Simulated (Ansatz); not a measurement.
CuCl (zinc blende, F-43m), DFT-PBE in the program Ansatz with PAW potentials. The conduction-band minimum lies at Γ, with 1 equivalent valley. Second derivatives d²E/dk² of the lowest band at one valley (eV·Å²), along Cartesian directions:

```tsv
direction	d²E/dk²
[100]	35.05
[010]	35.05
[001]	35.05
[110]	35.04
[101]	35.04
[011]	35.04
```

Problem. Find the principal effective masses, the density-of-states mass and the conductivity mass.

Solution. Off-diagonal terms follow from H_xy = H[110] − (H_xx + H_yy)/2, and m*/mₑ = 7.620 eV·Å² over each eigenvalue: 0.22, 0.22, 0.22. One valley's DOS mass (m₁m₂m₃)^(1/3) = 0.22, conductivity mass 3/(Σ 1/mᵢ) = 0.22 mₑ.

Problem. What effective density of states Nc follows at 300 K for parabolic valleys?

Solution. Nc = 2.509e19 × 1 × (0.22)^(3/2) ≈ 2.6e18 cm⁻³.

The cell was relaxed with PBE under the symmetry of its start. The run is not spin-polarised.

Potentials: the earlier of the program's two PAW sets.

Edges and masses are those of Kohn–Sham bands, whose gap is no quasiparticle gap.
